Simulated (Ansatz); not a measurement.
Pt: energy along a strain

Pt, Im-3m, a = 3.168 Å (as given, not relaxed at this level: -10.9 GPa). This isn't the element's structure at ambient conditions. Ansatz: PBEsol, PAW, 420 eV, Γ-centred 22×22×22 mesh on 1 atom, Gaussian smearing 0.15 eV; no spin polarisation. Cell vectors (Å): -1.584 1.584 1.584; 1.584 -1.584 1.584; 1.584 1.584 -1.584. The cell is strained by x per cent times the pattern (0 0 0 1 0 0) in the order xx yy zz yz xz xy (engineering shears), with fractional coordinates held. y is the free energy over the start, V0 = 15.904 Å³/atom. Symmetry makes y even in x. Points with a strain past 8.5 % were computed too (2) and aren't used here.

```tsv
x (%)	y (meV/atom)
-5.00	17.18
0.00	0.00
1.25	1.08
2.50	4.31
3.75	9.69
6.25	26.77
7.50	?
```

Problem. Fit y = c2 x² + c4 x⁴ to the other rows, get the stiffness along the pattern, and predict the missing energy.

Solution. Least squares on the rows shown. y = 0.69082 x² − 0.00014143 x⁴. The clamped-ion stiffness p·C·p = 2 × 6.908 eV × 160.2 / 15.904 Å³ = 139 GPa, which is C44 in these axes (second derivative at the start, which stands under stress). At x = 7.50 the fit asked for gives 38.41 meV/atom. The run gave 38.44 meV/atom, so the fit is 0.03 meV/atom too low, a small miss on the scale of the series.

Spin–orbit coupling is left out, which can shift energies with elements as heavy as these.